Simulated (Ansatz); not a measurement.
**Calculated ¹⁷O NMR of the central transition for CO2**

Cell: an entry of the Crystallography Open Database (COD), its atoms then relaxed with PBE in this cell.

```cif
data_CO2
_symmetry_space_group_name_H-M 'Pa-3'
_symmetry_Int_Tables_number 205
_cell_length_a 5.6240
_cell_length_b 5.6240
_cell_length_c 5.6240
_cell_angle_alpha 90.000
_cell_angle_beta 90.000
_cell_angle_gamma 90.000
loop_
_atom_site_label
_atom_site_type_symbol
_atom_site_symmetry_multiplicity
_atom_site_Wyckoff_symbol
_atom_site_fract_x
_atom_site_fract_y
_atom_site_fract_z
C C 4 a 0.0000 0.0000 0.0000
O O 8 c 0.1199 0.1199 0.1199
```

One atom of each set is listed.

Method: Kohn–Sham DFT in Ansatz, r2SCAN, plane waves and PAW, scalar-relativistic, 500 eV cutoff, Γ-centred 4×4×4 k-points, Fermi–Dirac smearing 0.02 eV.

¹⁷O has I = 5/2 and Q = -25.58 mb (Pyykkö 2018); at 7.05 T its Larmor frequency is ν₀ = 40.7 MHz. Only the quadrupole interaction is simulated: positions count from each site's isotropic chemical shift, and shift anisotropy, dipolar and J coupling are left out.

Task: Give C_Q, η, the quadrupolar product P_Q = |C_Q|(1 + η²/3)^½, the second-order isotropic shift and the breadth of the pattern (static powder) for each O site.

Result: 

| site | first shell | C_Q (MHz) | η | P_Q (MHz) | δ_QIS (ppm) | breadth (kHz) |
| --- | --- | --- | --- | --- | --- | --- |
| O | 1 C at 1.17 Å | -4.78 | 0.00 | 4.78 | -82.9 | 17.6 |

δ_QIS = −(ν_Q²/30ν₀²)[I(I+1) − 3/4](1 + η²/3) × 10⁶ ppm with ν_Q = 3|C_Q|/[2I(2I−1)]; it falls as 1/B₀² in ppm, and the breadth as 1/B₀ in kHz.

An axis of threefold or higher order runs through O, so V_zz lies along it and η is zero.

The largest force is 0.9 eV/Å, so the atoms aren't at the calculated equilibrium and relaxing them would move these values.
